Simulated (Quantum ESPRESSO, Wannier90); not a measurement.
**Wannier functions of LiPb (CsCl type)**

```
begin unit_cell_cart
ang
    3.5262600000    0.0000000000    0.0000000000
    0.0000000000    3.5262600000    0.0000000000
    0.0000000000    0.0000000000    3.5262600000
end unit_cell_cart
begin atoms_frac
Li   0.0000000000  0.0000000000  0.0000000000
Pb   0.5000000000  0.5000000000  0.5000000000
end atoms_frac
```

Structure: Materials Project mp-2314, symmetrised, not relaxed again. COD (Crystallography Open Database) has the formula in 2 space groups, this one among them (matched by group alone). Method: PBEsol plane waves in Quantum ESPRESSO 7.5 (PseudoDojo norm-conserving files, 60 Ry, no spin polarisation, no spin-orbit coupling), Bloch states on a 10×10×10 mesh through Γ, Wannier90 4.0.1. Density: 12×12×12 mesh, cold smearing 0.01 Ry. Spin-orbit coupling is left out although heavy elements are present.

Band 7 is isolated and gives one Wannier function a cell (Pb2 6s 77 %, Pb2 6p 12 %, Li1 2s 11 %; spread 2.35 Å²). Its on-site energy is ε = -8.501 eV relative to the Fermi level, and its hoppings t(R) = t(−R) to the nearer images are (images within this range that aren't listed have |t| under 5 meV):

```csv
R (lattice vectors; −R alike),distance (Å),t (eV)
0 0 1,3.53,-0.396
0 1 0,3.53,-0.396
1 0 0,3.53,-0.396
0 0 2,7.05,0.047
0 2 0,7.05,0.047
2 0 0,7.05,0.047
0 0 3,10.58,-0.009
0 3 0,10.58,-0.009
3 0 0,10.58,-0.009
```

Task: Work out the band energy at Γ, X, M, R from these numbers.

Result: For one orbital E(k) = ε + Σ_R 2 t(R) cos(2π k·R), the sum over the listed R.
- Γ, k = (0.000, 0.000, 0.000): E = -8.501 + (-0.396)·(6.00) + (0.047)·(6.00) + (-0.009)·(6.00) = -10.65 eV; pw.x: -10.60 eV
- X, k = (0.000, 0.500, 0.000): E = -8.501 + (-0.396)·(2.00) + (0.047)·(6.00) + (-0.009)·(2.00) = -9.03 eV; pw.x: -9.06 eV
- M, k = (0.500, 0.500, 0.000): E = -8.501 + (-0.396)·(-2.00) + (0.047)·(6.00) + (-0.009)·(-2.00) = -7.41 eV; pw.x: -7.35 eV
- R, k = (0.500, 0.500, 0.500): E = -8.501 + (-0.396)·(-6.00) + (0.047)·(6.00) + (-0.009)·(-6.00) = -5.79 eV; pw.x: -5.77 eV

At these points the listed shells miss the plane-wave band by up to 0.06 eV, of a width of 4.82 eV on the path. With all its hoppings the model misses the band by 1.5 meV at worst on the whole path, so most of the miss comes from the hoppings not listed.
